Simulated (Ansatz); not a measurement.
Bi (A7 (α-As type), R-3m) at seven volumes, DFT-LDA in the program Ansatz with PAW potentials, shape and atoms relaxed at each. One row is withheld.

```json
[
 {"V (Å³/atom)": "30.487", "P (GPa)": "5.28"},
 {"V (Å³/atom)": "31.492", "P (GPa)": "3.15"},
 {"V (Å³/atom)": "32.497", "P (GPa)": "1.41"},
 {"V (Å³/atom)": "33.503", "P (GPa)": "0.00"},
 {"V (Å³/atom)": "34.508", "P (GPa)": "-1.13"},
 {"V (Å³/atom)": "35.513", "P (GPa)": "?"},
 {"V (Å³/atom)": "36.518", "P (GPa)": "-2.65"}
]
```

Fit the shown pressures and predict the withheld one.

P = (3/2)B₀(x^(7/2) − x^(5/2))[1 + (3/4)(B′ − 4)(x − 1)] with x = (V₀/V)^(2/3). Least squares on the six rows gives V₀ = 33.507 Å³/atom, B₀ = 41.2 GPa, B′ = 6.58. At V = 35.513, x = 0.9620 and P = -1.98 GPa. The run itself gave -2.00 GPa.

The LDA relaxation kept the symmetry of its start. Spin–orbit coupling is left out wherever it is not named.

Potentials: the later of the program's two PAW sets.
